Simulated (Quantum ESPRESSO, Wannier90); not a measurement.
**Wannier functions of Ag (fcc (Cu type))**

Cell from Materials Project (mp-124), symmetrised, no further relaxation. This is the element's usual structure. Level: LDA, no spin polarisation, no spin-orbit coupling; pw.x of Quantum ESPRESSO at 69 Ry with PseudoDojo potentials, 10×10×10 k-points, Wannier90. Density: 18×18×18 mesh, cold smearing 0.01 Ry.

The plane-wave run has 21 bands and 19 electrons a cell. On the energy scale of pw.x, whose zero is arbitrary, the Fermi level lies at 16.65 eV.

Input w.win, without the blocks of cell, atoms and k-points (1000 lines):

```
num_bands = 17
num_wann = 6
exclude_bands = 1-4
num_iter = 800
conv_tol = 1.0e-6
conv_window = 4
dis_num_iter = 1000
dis_conv_tol = 1.0e-6
dis_froz_max = 18.15
dis_froz_proj = true
dis_proj_min = 0.01
dis_proj_max = 0.95
write_hr = true
write_u_matrices = true
auto_projections = true
mp_grid = 10 10 10
```

wannier90.x stops with:
```
dis_windows_proj: More states in the frozen window than target WFs
```
With dis_froz_proj, states below dis_froz_max and states whose projectability exceeds dis_proj_max are all frozen, and at some k-point they outnumber the Wannier functions. Mended as below, all else unchanged, the run goes through (Ω_I = 6.8 Å²) and follows the plane-wave bands to 7.8 meV rms (states up to 1.0 eV relative to the Fermi level).
```
num_wann = 9
begin projections
Ag: s;p;d
end projections
```
Remove the line dis_froz_proj = true.
Remove the line dis_proj_min = 0.01.
Remove the line dis_proj_max = 0.95.
Remove the line auto_projections = true.
